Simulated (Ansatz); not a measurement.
WC:
```cif
data_CW
_chemical_formula_sum 'W1 C1'
_space_group_name_H-M_alt 'P-6m2'
_space_group_IT_number 187
_space_group_name_Hall 'P -6 2'
_cell_length_a 2.88399
_cell_length_b 2.88399
_cell_length_c 2.81218
_cell_angle_alpha 90.000
_cell_angle_beta 90.000
_cell_angle_gamma 120.000
loop_
_atom_site_label
_atom_site_type_symbol
_atom_site_symmetry_multiplicity
_atom_site_Wyckoff_symbol
_atom_site_fract_x
_atom_site_fract_y
_atom_site_fract_z
_atom_site_occupancy
W1 W 1 a 0.00000 0.00000 0.00000 1
C1 C 1 f 0.66667 0.33333 0.50000 1
```

Relaxed at zero pressure with LDA in the plane-wave PAW code Ansatz.

The volume is raised by 3 % and shape and atoms relax at that volume. What pressure results, and how do the axes share the change?

-11.7 GPa; a 1.1 %, b 1.1 %, c 0.8 %; the energy rises by 11 meV/atom.

Give the new structure.


Space group P-6m2 (No. 187); a = b = 2.9150 Å, c = 2.8352 Å, α = β = 90.00°, γ = 120.00°

| atom | site | symmetry | x | y | z |
|---|---|---|---|---|---|
| W | 1a | -6m2 | 0.0000 | 0.0000 | 0.0000 |
| C | 1f | -6m2 | 0.6667 | 0.3333 | 0.5000 |

The phase is kept; no other phase was compared at this pressure.

Symmetry was held in the LDA relaxation; of distortions, only those at the zone centre were tested. The run is not spin-polarised. Spin–orbit coupling is left out wherever it is not named.

Potentials: the earlier of the program's two PAW sets.
